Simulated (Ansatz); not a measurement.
# From the elastic tensor of HfRh3 to moduli and sound speeds

Method: DFT LDA, scalar-relativistic, plane waves, PAW in Ansatz 0.2.0. Cutoff 420 eV, 12×12×12 k-points (Γ-centred), Fermi-Dirac smearing of 0.15 eV. No spin polarisation.

Symmetry: Pm-3m, No. 221, cubic system. The conventional cell has a = 3.867 Å, b = 3.867 Å, c = 3.867 Å, α = 90.00°, β = 90.00°, γ = 90.00°. Hf (site symmetry m-3m) has 12 Rh at 2.73 Å as nearest neighbours. Around Rh (site symmetry 4/mmm) lie 4 Hf at 2.73 Å and 8 Rh at 2.73 Å.

In a metal, frequencies and elastic constants depend on the k mesh and the smearing, soft modes and shear constants most. Spin–orbit coupling is left out, which can shift energies with elements as heavy as these.

Relaxed-ion constants (GPa, on the Cartesian axes of the calculation):
```
374.4 205.0 205.0   0.0   0.0   0.0
205.0 374.4 205.0   0.0   0.0   0.0
205.0 205.0 374.4   0.0   0.0   0.0
  0.0   0.0   0.0 173.0   0.0   0.0
  0.0   0.0   0.0   0.0 173.0   0.0
  0.0   0.0   0.0   0.0   0.0 173.0
```

Density 13.994 g/cm³; 4 atoms in 57.81 Å³.

The values that follow are for a polycrystal of randomly turned grains, by Hill's mean where one number stands.

With S = C⁻¹: B_V = (C11+C22+C33+2(C12+C13+C23))/9, G_V = (C11+C22+C33−C12−C13−C23+3(C44+C55+C66))/15, 1/B_R = S11+S22+S33+2(S12+S13+S23), 15/G_R = 4(S11+S22+S33−S12−S13−S23)+3(S44+S55+S66); Hill is their mean. Then v_l = √((B+4G/3)/ρ), v_t = √(G/ρ), v_m = [(2/v_t³+1/v_l³)/3]^(−1/3) and Θ = (ħ/k_B)·v_m·(6π²n/V)^(1/3) for n atoms in the volume V; E = 9BG/(3B+G), ν = (3B−2G)/(2(3B+G)) and A^U = 5G_V/G_R + B_V/B_R − 6.

| Item | Value |
| --- | --- |
| Bulk modulus, Voigt / Reuss / Hill | 261.4 / 261.4 / 261.4 GPa |
| Shear modulus, Voigt / Reuss / Hill | 137.7 / 122.1 / 129.9 GPa |
| Young's modulus | 334 GPa |
| Poisson ratio | 0.287 |
| Pugh ratio B/G | 2.01 (over 1.75, the rule of thumb for ductile) |
| Universal anisotropy index | 0.64 |
| Longitudinal and transverse sound speeds | 5573 and 3046 m/s |
| Debye temperature from the mean sound speed | 415 K |

Cost: 1 run of about 4.2 core-minutes, on Intel Xeon Platinum 8259CL (Skylake/Cascade Lake) (shared hosts).